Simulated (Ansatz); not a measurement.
Os (fcc (Cu type), Fm-3m) at seven volumes, plane-wave PAW LDA (Ansatz code), scaled uniformly. One row is withheld.

| V (Å³/atom) | P (GPa) |
|---|---|
| 12.506 | 51.78 |
| 12.919 | 31.52 |
| 13.331 | 14.42 |
| 13.743 | 0.00 |
| 14.155 | ? |
| 14.568 | -22.38 |
| 14.980 | -30.95 |

Task: Fit the shown pressures and predict the withheld one.

Result: Third-order Birch–Murnaghan: P = (3/2)B₀(x^(7/2) − x^(5/2))[1 + (3/4)(B′ − 4)(x − 1)] with x = (V₀/V)^(2/3). Least squares on the six rows gives V₀ = 13.744 Å³/atom, B₀ = 439.8 GPa, B′ = 4.68. At V = 14.155, x = 0.9805 and P = -12.10 GPa. The run itself gave -12.16 GPa.

The workflow started from an entry of the Crystallography Open Database (COD), which files this formula under 2 space groups. It is not the phase usual at ambient conditions (space group No. 194). The cell was relaxed with LDA under the symmetry of its start; whether a distortion lowers the energy is not shown. The run is not spin-polarised. Scalar-relativistic: spin–orbit coupling is off unless named, which matters more the heavier the elements.

Potentials: the earlier of the program's two PAW sets. The files were generated under PBE; for other functionals the program regenerates the frozen cores, and for LDA and PBEsol the local potential too.
